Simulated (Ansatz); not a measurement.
Theory: DFT PBE, scalar-relativistic, plane waves, PAW (Ansatz). All cells share a 420 eV cutoff and Γ-centred k meshes spaced about 0.3 Å⁻¹ or finer (0.25 for metals, 2π included). No spin polarisation.

A search over trial structures of Bi6O gave this relaxed cell.

```yaml
crystal:
  lattice:
    - [3.12204, 1.80251, 5.73522]
    - [-3.12204, 1.80251, 5.73522]
    - [0.00000, -3.60502, 5.73522]
  atoms:
    - { symbol: Bi, position: [0.72784, 0.07959, 0.44521] }
    - { symbol: Bi, position: [0.07959, 0.44521, 0.72784] }
    - { symbol: Bi, position: [0.44521, 0.72784, 0.07959] }
    - { symbol: Bi, position: [0.55479, 0.27215, 0.92041] }
    - { symbol: Bi, position: [0.92041, 0.55479, 0.27215] }
    - { symbol: Bi, position: [0.27215, 0.92041, 0.55479] }
    - { symbol: O, position: [0.00000, 0.00000, 0.00000] }
```

Wave vectors count in units of this cell's reciprocal vectors.

Problem. Does it survive phonon and random-displacement tests?

Solution. No. The phonons at Γ go imaginary, to 163i cm⁻¹ at q = (0.00, 0.00, 0.00). (Phonon run: 6×6×6 k mesh, Gaussian smearing of 0.10 eV.) With atoms moved at random and symmetry off, it falls by 57 meV/atom into R3 (No. 146). Conventional cell: a = 6.397 Å, c = 17.837 Å. Around Bi on its first site lie 6 Bi at 3.30–3.39 Å, 1 O at 3.67 Å, 4 Bi at 3.75–3.95 Å and 1 O at 3.97 Å; Bi on its second site is surrounded by 1 O at 2.29 Å, 2 Bi at 3.30–3.39 Å and 10 Bi at 3.60–3.95 Å; around O lie 3 Bi at 2.29 Å, 3 Bi at 3.67 Å and 3 Bi at 3.97 Å.

```xyz
7
Lattice="3.1986 1.8467 5.9457 -3.1986 1.8467 5.9457 0.0000 -3.6935 5.9457" Properties=species:S:1:pos:R:3 pbc="T T T"
Bi    1.8404   -0.5036    7.6078
Bi   -1.3563   -1.3421    7.6078
Bi   -0.4841    1.8456    7.6078
Bi    0.9803   -1.8355   10.5003
Bi    1.0994    1.7667   10.5003
Bi   -2.0797    0.0687   10.5003
O     0.0000    0.0000   17.0302
```

Spin–orbit coupling, which can matter for Bi, is left out. Phonons of metals hang on the k mesh and the smearing.
